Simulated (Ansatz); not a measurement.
Ta: strain energy, fitted

Ta, Im-3m, a = 3.305 Å. Ansatz: r2SCAN, PAW, 500 eV, Γ-centred 16×16×16 mesh on 2 atoms, Gaussian smearing 0.10 eV; no spin polarisation. Series: strain along c alone, the other axes held, atoms fixed by symmetry; x is the strain in per cent. y is the free energy over the unstrained cell, V0 = 18.045 Å³/atom.

```
x (%) y (meV/atom)
 -6.0             ?
 -4.0         27.25
 -2.0          6.63
  0.0          0.00
  2.0          5.29
  4.0         21.57
  6.0         47.80
```

Question: Fit y = c2 x² + c3 x³ to the other rows, turn c2 into a modulus, and predict the missing energy.

Answer: Least squares on the rows shown. y = 1.5432 x² − 0.037274 x³. In eV per unit strain² c2 is 15.43; this is C33 with relaxed ions (E = ½ C33 V0 ε²): 2 × 15.43 × 160.2 / (18.045) = 274 GPa. The unstrained cell keeps some stress along the strain, worth a slope of -0.21 meV/atom per %, which the form leaves out. With a term in x⁴ added, the coefficient of x² becomes 1.470, 5 % less, which shows how far this figure hangs on the form. At x = -6.0 the fit asked for gives 63.61 meV/atom. The run gave 62.90 meV/atom, so the fit is 0.71 meV/atom too high, within twice the rms miss on the fitted rows (0.45 meV/atom).

Spin–orbit coupling is left out, which can shift energies with elements as heavy as these.